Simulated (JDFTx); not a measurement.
Part of a log of a modified build of JDFTx for stibine, SbH3 (SMILES [SbH3]), charge 0, multiplicity 1 (PBE, GBRV ultrasoft potentials, plane waves to 20/100 Ha):

```
unit cell volume = 5592.68
Chosen fftbox size, S = [  90  84  80  ]
unit cell volume = 5592.68
Chosen fftbox size, S = [  80  80  70  ]
  'Sb' pseudopotential, 'SLA  PW   PBX  PBC' functional
  15 valence electrons, 3 orbitals, 6 projectors, 891 radial grid points, with lMax = 2
  'H' pseudopotential, 'SLA  PW   PBX  PBC' functional
  1 valence electrons, 1 orbitals, 2 projectors, 615 radial grid points, with lMax = 0
Initialized 2 species with 4 total atoms.
Folded 1 k-points by 1x1x1 to 1 k-points.
nElectrons:  18.000000   nBands: 9   nStates: 1
average nbasis = 23851.000 , ideal nbasis = 23892.365
Correction to mu due to finite nuclear width = -0.00319339
   Cavity determined by rhoMin: 0.0001  rhoMax: 0.005
   Effective cavity tension: 7.38651e-06 Eh/bohr^2 and pressure: 0 Eh/bohr^3 to account for cavitation and dispersion.
[...]
	Linear fluid (dielectric constant: 78.4, screening length: 5.74355 Bohr) occupying 0.874763 of unit cell:	Completed after 25 iterations
[... later lines of the fluid solver are left out ...]
ElecMinimize: Iter:   0  Etot: -85.058530310296618  |grad|_K:  2.857e-05  alpha:  1.000e+00
ElecMinimize: Iter:   1  Etot: -85.058758331444253  |grad|_K:  2.133e-05  alpha:  1.301e+00  linmin: -1.548e-03
ElecMinimize: Iter:   2  Etot: -85.058842587962957  |grad|_K:  1.162e-05  alpha:  8.615e-01  linmin:  1.262e-04
[... lines cut ...]
ElecMinimize: Iter:   8  Etot: -85.058882539710083  |grad|_K:  8.171e-07  alpha:  9.060e-01  linmin: -3.921e-03
ElecMinimize: Iter:   9  Etot: -85.058882646404257  |grad|_K:  6.587e-07  alpha:  7.402e-01  linmin:  1.158e-02
ElecMinimize: Iter:  10  Etot: -85.058882693482303  |grad|_K:  4.713e-07  alpha:  5.199e-01  linmin:  3.175e-02
ElecMinimize: Iter:  11  Etot: -85.058882718317889  |grad|_K:  3.023e-07  alpha:  7.560e-01  linmin:  1.320e-01
ElecMinimize: Converged (|Delta Etot|<1.000000e-07 for 2 iters).

# Energy components:
   A_diel =       -0.0000293714690995
   Eewald =      -10.6952481919919293
       EH =       61.7257470295580433
     Eloc =     -150.2532886732393536
      Enl =        8.8899546826943912
      Exc =      -23.0288609549980947
 Exc_core =        9.1244499307876978
       KE =       19.1783928303404565
-------------------------------------
     Etot =      -85.0588827183178893


	eMin: -1.203568 at state 0 ( [ +0.000000 +0.000000 +0.000000 ] spin 0 )
	HOMO: -0.233686 at state 0 ( [ +0.000000 +0.000000 +0.000000 ] spin 0 )
```

Problem. Which solvation model was used?
A. nonlinear PCM (GLSSA13)
B. soft-sphere model
C. SCCS (g03 parameters)
D. CANDLE

Solution. C, SCCS (g03 parameters). The liquid was water (dielectric constant 78.4), 1 M KF.
